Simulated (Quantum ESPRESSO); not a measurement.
# Si2BFO5: finding a planted mistake in a log

Simulated, not a measurement. The program is pw.x of Quantum ESPRESSO 7.5 (plane-wave density functional theory). The cell is made up: 9 atoms on a quartz lattice, with randomly drawn elements, strain and displacements, not relaxed. PseudoDojo standard norm-conserving files (v0.5 for PBE, v0.4.1 for LDA and PBEsol) set the functional; there is no spin polarisation, spin-orbit coupling or dispersion term, and the masses in the input are unused placeholders.

Intended input:

```
&control calculation='scf', pseudo_dir='./dojo.nc.sr.pbe.v0_5.standard.upf', outdir='./o', disk_io='low', tprnfor=.true., tstress=.true. /
&system ibrav=0, nat=9, ntyp=4, nbnd=30, ecutwfc=84.00895049, nosym=.true., tot_charge=0,
 occupations='smearing', smearing='fd', degauss=0.0018374661
/
&electrons conv_thr=7.350e-09, electron_maxstep=60, /
ATOMIC_SPECIES
B 1.0 B.upf
F 1.0 F.upf
O 1.0 O.upf
Si 1.0 Si.upf
CELL_PARAMETERS angstrom
4.9254 0.0546 -0.0687
-2.4154 4.2139 -0.0028
-0.0754 -0.0471 5.4528
ATOMIC_POSITIONS angstrom
Si 2.2711 -0.0193 3.6209
Si -1.1838 2.0113 1.7637
B 1.3061 2.2737 -0.0245
F 1.3387 1.1265 4.2408
O 3.2285 0.6718 2.4665
O 2.791 2.4583 0.6423
O 0.3238 1.7495 1.1218
O -1.1039 3.0517 2.9873
O 0.7697 3.5818 4.7389
K_POINTS automatic
5 5 4 1 1 1
```

The log is shortened where brackets say so; the opening notice, blank lines, dates and the lines on written files are dropped, and the path of the files is cut. It prints rydbergs, bohrs and kilobars, and counts compression as positive stress. Where no state is partly filled, the Fermi energy that it prints is only some level between the filled and the empty states on the mesh, and need not lie in the true gap.

Log of the intended run:

```
     Program PWSCF v.7.5
     Parallel version (MPI & OpenMP), running on       4 processor cores
     Number of MPI processes:                 4
     Threads/MPI process:                     1
     [start-up lines left out]
     bravais-lattice index     =            0
     lattice parameter (alat)  =       9.3091  a.u.
     unit-cell volume          =     768.3821 (a.u.)^3
     number of atoms/cell      =            9
     number of atomic types    =            4
     number of electrons       =        48.00
     number of Kohn-Sham states=           30
     kinetic-energy cutoff     =      84.0090  Ry
     charge density cutoff     =     336.0358  Ry
     scf convergence threshold =      7.3E-09
     mixing beta               =       0.7000
     number of iterations used =            8  plain     mixing
     Exchange-correlation= PBE
                           (   1   4   3   4   0   0   0)
     [axes and pseudopotential details left out]
   Cartesian axes
     site n.     atom                  positions (alat units)
         1        Si     tau(   1) = (   0.4610264  -0.0039178   0.7350318  )
         2        Si     tau(   2) = (  -0.2403078   0.4082878   0.3580258  )
         3        B      tau(   3) = (   0.2651344   0.4615542  -0.0049734  )
         4        F      tau(   4) = (   0.2717521   0.2286761   0.8608696  )
         5        O      tau(   5) = (   0.6553757   0.1363734   0.5006920  )
         6        O      tau(   6) = (   0.5665646   0.4990275   0.1303850  )
         7        O      tau(   7) = (   0.0657304   0.3551432   0.2277220  )
         8        O      tau(   8) = (  -0.2240884   0.6194859   0.6064129  )
         9        O      tau(   9) = (   0.1562468   0.7270946   0.9619824  )
     number of k points=    50  Fermi-Dirac smearing, width (Ry)=  0.0018
                       cart. coord. in units 2pi/alat
        k(    1) = (   0.0997009   0.1741285   0.1158105), wk =   0.0400000
        k(    2) = (   0.1028305   0.1760725   0.3417262), wk =   0.0400000
     [further k points left out]
     Dense  grid:    79911 G-vectors     FFT dimensions: (  60,  54,  64)
     Estimated max dynamical RAM per process >     161.81 MB
     Estimated total dynamical RAM >     588.71 MB
     Initial potential from superposition of free atoms
     starting charge      47.9985, renormalised to      48.0000
     Starting wfcs are   36 randomized atomic wfcs
     total cpu time spent up to now is        2.5 secs
     per-process dynamical memory:   126.8 Mb
     Self-consistent Calculation
     iteration #  1     ecut=    84.01 Ry     beta= 0.70
     Davidson diagonalization with overlap
     ethr =  1.00E-02,  avg # of iterations =  3.0
     total cpu time spent up to now is        6.8 secs
     total energy              =    -237.19600153 Ry
     estimated scf accuracy    <       2.09369216 Ry
     iteration #  2     ecut=    84.01 Ry     beta= 0.70
     Davidson diagonalization with overlap
     ethr =  4.36E-03,  avg # of iterations =  2.0
     total cpu time spent up to now is       10.7 secs
     total energy              =    -237.77630996 Ry
     estimated scf accuracy    <       1.56248801 Ry
     [iterations 3 to 10 left out]
     iteration # 11     ecut=    84.01 Ry     beta= 0.70
     Davidson diagonalization with overlap
     ethr =  5.45E-11,  avg # of iterations =  3.9
     total cpu time spent up to now is       46.6 secs
     total energy              =    -238.07301158 Ry
     estimated scf accuracy    <       0.00000001 Ry
     iteration # 12     ecut=    84.01 Ry     beta= 0.70
     Davidson diagonalization with overlap
     ethr =  2.73E-11,  avg # of iterations =  2.0
     total cpu time spent up to now is       49.7 secs
     End of self-consistent calculation
     [lines on levels left out]
     the Fermi energy is     3.1728 ev
!    total energy              =    -238.07301158 Ry
     estimated scf accuracy    <          2.1E-09 Ry
     smearing contrib. (-TS)   =       0.00000000 Ry
     internal energy E=F+TS    =    -238.07301158 Ry
     The total energy is F=E-TS. E is the sum of the following terms:
     one-electron contribution =    -118.46166317 Ry
     hartree contribution      =      84.02052772 Ry
     xc contribution           =     -62.02713206 Ry
     ewald contribution        =    -141.60474407 Ry
     convergence has been achieved in  12 iterations
     Forces acting on atoms (cartesian axes, Ry/au):
     atom    1 type  4   force =     0.09833066   -0.07620901   -0.13146369
     atom    2 type  4   force =     0.16177023   -0.12644240    0.12816106
     atom    3 type  1   force =    -0.02400585    0.12669157    0.16839619
     atom    4 type  2   force =    -0.05598428    0.06768726    0.04914594
     atom    5 type  3   force =    -0.02689860   -0.00172884    0.03092423
     atom    6 type  3   force =    -0.31698841    0.05154599   -0.28186718
     atom    7 type  3   force =     0.08697360    0.03539316   -0.10513465
     atom    8 type  3   force =     0.00591906    0.06384393    0.03938287
     atom    9 type  3   force =     0.07088360   -0.14078168    0.10245523
     Total force =     0.625781     Total SCF correction =     0.000036
     Computing stress (Cartesian axis) and pressure
          total   stress  (Ry/bohr**3)                   (kbar)     P=      -49.04
  -0.00054372  -0.00045592   0.00066760          -79.98      -67.07       98.21
  -0.00045592  -0.00032169   0.00033857          -67.07      -47.32       49.81
   0.00066760   0.00033857  -0.00013473           98.21       49.81      -19.82
     init_run     :      2.34s CPU      2.44s WALL (       1 calls)
     electrons    :     46.83s CPU     47.17s WALL (       1 calls)
     forces       :      0.72s CPU      0.74s WALL (       1 calls)
     stress       :      2.33s CPU      2.33s WALL (       1 calls)
     [timing details left out]
     PWSCF        :     52.34s CPU     52.81s WALL
     JOB DONE.
```

A second run was made from an input with one planted mistake. Its log:

```
     Program PWSCF v.7.5
     Parallel version (MPI & OpenMP), running on       4 processor cores
     Number of MPI processes:                 4
     Threads/MPI process:                     1
     [start-up lines left out]
     bravais-lattice index     =            0
     lattice parameter (alat)  =       9.3091  a.u.
     unit-cell volume          =     768.3821 (a.u.)^3
     number of atoms/cell      =            9
     number of atomic types    =            4
     number of electrons       =        48.00
     number of Kohn-Sham states=           48
     kinetic-energy cutoff     =      84.0090  Ry
     charge density cutoff     =     336.0358  Ry
     scf convergence threshold =      7.3E-09
     mixing beta               =       0.7000
     number of iterations used =            8  plain     mixing
     Exchange-correlation= PBE
                           (   1   4   3   4   0   0   0)
     [axes and pseudopotential details left out]
   Cartesian axes
     site n.     atom                  positions (alat units)
         1        Si     tau(   1) = (   0.4610264  -0.0039178   0.7350318  )
         2        Si     tau(   2) = (  -0.2403078   0.4082878   0.3580258  )
         3        B      tau(   3) = (   0.2651344   0.4615542  -0.0049734  )
         4        F      tau(   4) = (   0.2717521   0.2286761   0.8608696  )
         5        O      tau(   5) = (   0.6553757   0.1363734   0.5006920  )
         6        O      tau(   6) = (   0.5665646   0.4990275   0.1303850  )
         7        O      tau(   7) = (   0.0657304   0.3551432   0.2277220  )
         8        O      tau(   8) = (  -0.2240884   0.6194859   0.6064129  )
         9        O      tau(   9) = (   0.1562468   0.7270946   0.9619824  )
     number of k points=    50  Fermi-Dirac smearing, width (Ry)=  0.0500
                       cart. coord. in units 2pi/alat
        k(    1) = (   0.0997009   0.1741285   0.1158105), wk =   0.0400000
        k(    2) = (   0.1028305   0.1760725   0.3417262), wk =   0.0400000
     [further k points left out]
     Dense  grid:    79911 G-vectors     FFT dimensions: (  60,  54,  64)
     Estimated max dynamical RAM per process >     211.50 MB
     Estimated total dynamical RAM >     787.45 MB
     Initial potential from superposition of free atoms
     starting charge      47.9985, renormalised to      48.0000
     Starting wfcs are   36 randomized atomic wfcs +   12 random wfcs
     total cpu time spent up to now is        2.9 secs
     per-process dynamical memory:   170.1 Mb
     Self-consistent Calculation
     iteration #  1     ecut=    84.01 Ry     beta= 0.70
     Davidson diagonalization with overlap
     ethr =  1.00E-02,  avg # of iterations =  6.5
     total cpu time spent up to now is       11.8 secs
     total energy              =    -237.24852375 Ry
     estimated scf accuracy    <       2.04215644 Ry
     iteration #  2     ecut=    84.01 Ry     beta= 0.70
     Davidson diagonalization with overlap
     ethr =  4.25E-03,  avg # of iterations =  2.0
     total cpu time spent up to now is       17.2 secs
     total energy              =    -237.68523300 Ry
     estimated scf accuracy    <       1.78726953 Ry
     [iterations 3 to 9 left out]
     iteration # 10     ecut=    84.01 Ry     beta= 0.70
     Davidson diagonalization with overlap
     ethr =  6.49E-10,  avg # of iterations =  1.6
     total cpu time spent up to now is       59.2 secs
     total energy              =    -238.07679925 Ry
     estimated scf accuracy    <       0.00000001 Ry
     iteration # 11     ecut=    84.01 Ry     beta= 0.70
     Davidson diagonalization with overlap
     ethr =  3.02E-11,  avg # of iterations =  2.0
     total cpu time spent up to now is       64.4 secs
     End of self-consistent calculation
     [lines on levels left out]
     the Fermi energy is     5.3987 ev
!    total energy              =    -238.07679925 Ry
     estimated scf accuracy    <          1.0E-09 Ry
     smearing contrib. (-TS)   =      -0.02233054 Ry
     internal energy E=F+TS    =    -238.05446871 Ry
     The total energy is F=E-TS. E is the sum of the following terms:
     one-electron contribution =    -118.43238059 Ry
     hartree contribution      =      84.00438219 Ry
     xc contribution           =     -62.02172625 Ry
     ewald contribution        =    -141.60474407 Ry
     convergence has been achieved in  11 iterations
     Forces acting on atoms (cartesian axes, Ry/au):
     atom    1 type  4   force =     0.09645214   -0.07494940   -0.12952200
     atom    2 type  4   force =     0.16130618   -0.12598708    0.12991690
     atom    3 type  1   force =    -0.02333190    0.12660677    0.16582775
     atom    4 type  2   force =    -0.05664320    0.06621009    0.04680909
     atom    5 type  3   force =    -0.02537944   -0.00173231    0.02892983
     atom    6 type  3   force =    -0.31521191    0.05228168   -0.27985376
     atom    7 type  3   force =     0.08608639    0.03530719   -0.10352857
     atom    8 type  3   force =     0.00551193    0.06195494    0.03833821
     atom    9 type  3   force =     0.07120980   -0.13969188    0.10308256
     Total force =     0.621403     Total SCF correction =     0.000061
     Computing stress (Cartesian axis) and pressure
          total   stress  (Ry/bohr**3)                   (kbar)     P=      -43.67
  -0.00051080  -0.00045660   0.00065962          -75.14      -67.17       97.03
  -0.00045660  -0.00028588   0.00034877          -67.17      -42.05       51.31
   0.00065962   0.00034877  -0.00009382           97.03       51.31      -13.80
     init_run     :      2.67s CPU      2.78s WALL (       1 calls)
     electrons    :     61.10s CPU     61.52s WALL (       1 calls)
     forces       :      0.92s CPU      0.94s WALL (       1 calls)
     stress       :      3.11s CPU      3.11s WALL (       1 calls)
     [timing details left out]
     PWSCF        :   1m 7.93s CPU   1m 8.54s WALL
     JOB DONE.
```

Question: what was wrong in the second input?

Answer: the smearing is too wide. The input lines that differ, file-writing options aside:

```
- &system ibrav=0, nat=9, ntyp=4, nbnd=30, ecutwfc=84.00895049, nosym=.true., tot_charge=0,
+ &system ibrav=0, nat=9, ntyp=4, nbnd=48, ecutwfc=84.00895049, nosym=.true., tot_charge=0,
-  occupations='smearing', smearing='fd', degauss=0.0018374661
+  occupations='smearing', smearing='fd', degauss=0.0499790782
```

|  | intended run | run with the mistake |
| --- | --- | --- |
| free energy (eV) | -3239.148 | -3239.200 |
| smearing term -TS (eV) | 0.0000 | -0.3038 |
| pressure (GPa) | -4.90 | -4.37 |
| largest force component (eV/Å) | 8.150 | 8.104 |
| largest change of a force component (eV/Å) |  | 0.066 |
| iterations | 12 | 11 |

For scale, a rerun of the intended cell at 1437 eV and a 7 x 7 x 6 mesh moved values by no more than 0.002 eV in energy, 0.03 GPa in stress and 0.002 eV/Å in force. The number of bands, nbnd, was set by rule from the electron count and the smearing, so it follows the mistake.